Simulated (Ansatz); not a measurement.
Below is a relaxed structure of TiAl₅. The cell was found from a structure generator's guess, not taken from experiment.

Computed with DFT PBE, scalar-relativistic, plane waves, PAW (Ansatz 0.2.0). Cutoff 420 eV, Γ-centred mesh, Gaussian smearing, no spin polarisation.

```
Ti Al
1.0
    -3.29427    3.29427    2.74041
     3.29427   -3.29427    2.74041
     3.29427    3.29427   -2.74041
Ti Al
1 5
Direct
  0.50000 0.50000 0.00000
  0.50000 0.50000 0.50000
  0.00000 0.00000 0.50000
  0.50000 0.00000 0.00000
  0.00000 0.50000 0.00000
  0.00000 0.00000 0.00000
```

Energies over the elements count from the elements' standard structures at the same level, with no fitted energy shifts.

Q: What space group does it have?

A: I4/mmm (No. 139). Conventional cell: a = 6.589 Å, c = 5.481 Å. Ti is surrounded by 10 Al at 2.70–2.74 Å; Al on a site of symmetry 2/m has 2 Ti at 2.70 Å, 4 Al at 2.70–2.74 Å and 4 Al at 3.29 Å; around Al on a site of symmetry 4/mmm lie 8 Al at 2.70 Å and 2 Ti at 2.74 Å.

Q: What is its formation energy per atom?

A: −0.09 eV/atom. It lies below the elements, which doesn't yet make it stable against other compounds or structures.

Q: Is it a metal?

A: Yes, bands cross the Fermi level on the 10×10×10 mesh.

The last run used a 10×10×10 mesh for its 6-atom cell and Gaussian smearing of 0.10 eV. A structure relaxed within its symmetry needn't be a true minimum.
